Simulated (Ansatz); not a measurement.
Ansatz (a quantum-chemistry and plane-wave program) input:

Ansatz 0.2 input:
```yaml
crystal:
  lattice:
    - [0.0, 3.5089351304, 3.5089351304]
    - [3.5089351304, 0.0, 3.5089351304]
    - [3.5089351304, 3.5089351304, 0.0]
  atoms:
    - { symbol: Rb, position: [0.0, 0.0, 0.0] }
    - { symbol: Br, position: [0.5, 0.5, 0.5] }
kpoints:
  mp_grid: { grid: [6, 6, 6] }
basis: { xc_grid: 2 }
hamiltonian:
  xc: pbe
  pseudopotentials: { kind: paw }
scf:
  occupations: { method: fixed }
output:
  optics: { e_range: [0.0, 15.0], de: 0.05, sigma: 0.1, bands: { spectra_wanted_up_to: 12 eV } }
```

Output (shortened):

```
output.optics: the spectra are integrated over the Brillouin zone by k·p interpolation around the k-points, where levels, occupations, output.optics.sigma and …
Pseudopotential: Rb, paw, valence charge 9
Pseudopotential: Br, paw, valence charge 7
Functional definition: PBE
Crystal: 2 atoms, lattice volume = 86.408 Å³
Basis set: ecut = 420 eV, 1687 PW (Γ), exchange–correlation on 72×72×72 points (8 copies of the dense FFT grid, shifted against one another)
Bands: 12, of which v1, the nominal top of the filled ones, is band 8 counted from 1 (7 counted from 0)
Symmetry: 48 space group operations
Space group: Fm-3m (ITA 225), of the structure as read, at distance tolerance 4.4e-5 Å
k-points: 16 of 216
SCF iter   1: F=—  HF=-6054.070418 eV  |F-HF|=—  |Δ(HF+E_count)|=         —  Δρ=1.98e-4  dr2=7.10e-5  ethr=1.77e-3  ⟨swp⟩=6.1  Hψ=1111  notcnv=0  defer=28
preconditioner: auto → none
SCF iter   2: F=—  HF=-6054.070536 eV  |F-HF|=—  |Δ(HF+E_count)|=   1.17e-4  Δρ=9.94e-5  dr2=1.77e-5  ethr=4.43e-7  ⟨swp⟩=3.2  Hψ=585  notcnv=0  defer=30
SCF iter   3: F=—  HF=-6054.070562 eV  |F-HF|=—  |Δ(HF+E_count)|=   2.60e-5  Δρ=9.65e-5  dr2=1.35e-5  ethr=1.11e-7  ⟨swp⟩=2.0  Hψ=338  notcnv=0  defer=30
SCF iter   4: F=—  HF=-6054.070557 eV  |F-HF|=—  |Δ(HF+E_count)|=   4.94e-6  Δρ=2.85e-5  dr2=9.97e-7  ethr=8.43e-8  ⟨swp⟩=2.0  Hψ=235  notcnv=0  defer=23
SCF iter   5: F=—  HF=-6054.070561 eV  |F-HF|=—  |Δ(HF+E_count)|=   3.88e-6  Δρ=7.79e-6  dr2=6.57e-8  ethr=6.23e-9  ⟨swp⟩=2.0  Hψ=244  notcnv=0  defer=15
SCF iter   6: F=—  HF=-6054.070561 eV  |F-HF|=—  |Δ(HF+E_count)|=   6.18e-9  Δρ=2.29e-6  dr2=6.64e-9  ethr=4.10e-10  ⟨swp⟩=2.1  Hψ=248  notcnv=0  defer=15
SCF iter   7: F=—  HF=-6054.070561 eV  |F-HF|=—  |Δ(HF+E_count)|=   2.13e-9  Δρ=3.23e-7  dr2=1.36e-10  ethr=4.15e-11  ⟨swp⟩=2.1  Hψ=285  notcnv=0  defer=15
SCF iter   8: F=-6054.070561 eV  HF=-6054.070561 eV  |F-HF|=9.09e-13  |Δ(HF+E_count)|=  4.27e-11  Δρ=4.48e-8  dr2=2.00e-12  ethr=1.00e-12  ⟨swp⟩=4.9  Hψ=1005  notcnv=0
SCF 1 converged in 8 iterations: F = -6054.070561 eV  dr2 = 2.00e-12
NSCF: frozen V_eff on 16 k-points
Optics k sum: 0 of 16 k-points
Optics k sum: 1 of 16 k-points
Optics k sum: 2 of 16 k-points
Optics k sum: 3 of 16 k-points
Optics k sum: 4 of 16 k-points
Optics k sum: 5 of 16 k-points
Optics k sum: 6 of 16 k-points
Optics k sum: 7 of 16 k-points
Optics k sum: 8 of 16 k-points
Optics k sum: 9 of 16 k-points
Optics k sum: 10 of 16 k-points
Optics k sum: 11 of 16 k-points
Optics k sum: 12 of 16 k-points
Optics k sum: 13 of 16 k-points
Optics k sum: 14 of 16 k-points
Optics k sum: 15 of 16 k-points
Optics k sum: 16 of 16 k-points
Optics k sum: 0 of 16 k-points
Optics k sum: 1 of 16 k-points
Optics k sum: 2 of 16 k-points
Optics k sum: 3 of 16 k-points
Optics k sum: 4 of 16 k-points
Optics k sum: 5 of 16 k-points
Optics k sum: 6 of 16 k-points
Optics k sum: 7 of 16 k-points
Optics k sum: 8 of 16 k-points
Optics k sum: 9 of 16 k-points
Optics k sum: 10 of 16 k-points
Optics k sum: 11 of 16 k-points
Optics k sum: 12 of 16 k-points
Optics k sum: 13 of 16 k-points
Optics k sum: 14 of 16 k-points
Optics k sum: 15 of 16 k-points
Optics k sum: 16 of 16 k-points
NSCF: frozen V_eff on 1 k-points
NSCF: frozen V_eff on 1 k-points
output.optics: what the bands over the 27 summed would add to eps1, eps2 and the energy-loss function is held between a lower and an upper bound (7 Lanczos …
SCF converged after 8 iterations
Free energy (F): -6054.070561 eV
Harris-Foulkes:  -6054.070561 eV  (|F-HF|=9.09e-13)
Internal energy: -6054.070561 eV  (E = F + TS)
E sigma→0 (E₀):  -6054.070561 eV
Fermi energy:    0.762697 eV
--- Per-component energies (eV) ---
  E_band       = -115.238744
  E_kinetic    = 326.590900
  E_local      = -827.010713  (includes V_loc(G=0)·N_el)
  E_nonlocal   = 243.229566
  E_hartree    = 216.011621
  E_xc         = -395.986140
  E_vxc        = -241.580000  (∫ρ·V_xc dr)
  E_paw        = -4864.554099  (= ΣΔE_a)
  E_vpaw       = -48.491717  (= ΣTr[D̂ρ^β])
  E_aug_tail   = -0.000001  (compensation charges beyond the density's cutoff)
  E_ewald      = -752.351694
  E_smearing   =  0.000000  (= −TS)
  E_closure    = 0.000000  (closes the sum)
  Σ components = -6054.070561   (vs F -6054.070561, Δ=0.00e0)
  [band-id]    e_kinetic+e_local+e_nonlocal+2·e_hartree+e_vxc+e_vpaw+e_augmentation_tail = -115.238722   (vs E_band -115.238744, Δ=2.22e-5)
--- Band table (eV; the first three rows and the last of 16) ---
  k-point 0: bands = ["-23.8085", "-11.3512", "-7.8763", "-7.8763", "-7.8763", "0.7627", "0.7627", "0.7627", "4.9531", "8.0171", "8.0171", "8.0171"]
  k-point 1: bands = ["-23.8069", "-11.3584", "-7.8780", "-7.8780", "-7.8686", "0.4963", "0.6846", "0.6846", "5.5468", "7.8729", "8.3220", "8.3220"]
  k-point 2: bands = ["-23.8037", "-11.3725", "-7.8815", "-7.8815", "-7.8535", "0.0702", "0.5371", "0.5371", "6.7640", "7.9360", "9.1684", "9.1684"]
  k-point 15: bands = ["-23.8003", "-11.3219", "-7.9923", "-7.9511", "-7.8815", "0.3681", "0.4030", "0.5144", "7.0698", "8.3310", "8.5694", "9.4237"]
```

Cost: around 15 core-seconds (rough) on shared cores.

The PBE relaxation kept the symmetry of its start; phonons on a q-mesh show no instability. Spin–orbit coupling is left out wherever it is not named.

Potentials: the later of the program's two PAW sets.

Ansatz is a plane-wave DFT program.
